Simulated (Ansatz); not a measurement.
Computed properties of Nb2GaC

Nb2GaC:
```
CELL_PARAMETERS angstrom
      3.13874     0.00000     0.00000
     -1.56937     2.71823     0.00000
      0.00000     0.00000    13.55177
ATOMIC_POSITIONS crystal
  Nb 0.66667 0.33333 0.90990
  Nb 0.33333 0.66667 0.09010
  Nb 0.33333 0.66667 0.40990
  Nb 0.66667 0.33333 0.59010
  Ga 0.66667 0.33333 0.25000
  Ga 0.33333 0.66667 0.75000
  C  0.00000 0.00000 0.00000
  C  0.00000 0.00000 0.50000
```

Space group P6_3/mmc (No. 194); conventional cell a = b = 3.139 Å, c = 13.552 Å, α = β = 90.00°, γ = 120.00°.

Method: DFT-r²SCAN in the program Ansatz with PAW potentials. Geometry: relaxed at this level of theory. Other levels are named where they apply.

Cell and energy:

```yaml
volume_per_atom: 14.45 Å³
density: 7.68 g/cm³
Formation energy from the elements (no fitted shifts): -0.60 eV/atom
```

Electronic structure:

```yaml
electronic_character: metallic (no gap)
Density of states at the Fermi level: 0.45 states/eV per atom (mean over ±0.08 eV)
```

The workflow started from a Materials Project entry (that database holds measured and hypothetical structures alike); the Crystallography Open Database copy checked does not list it. Whether it is the stable phase at ambient conditions was not checked. The cell was relaxed with r²SCAN under the symmetry of its start; whether a distortion lowers the energy is not shown. No spin polarisation was allowed. The references are the lowest solids computed at this level, not always the standard phases. Scalar-relativistic: spin–orbit coupling is off unless named, which matters more the heavier the elements.

Potentials: the earlier of the program's two PAW sets.
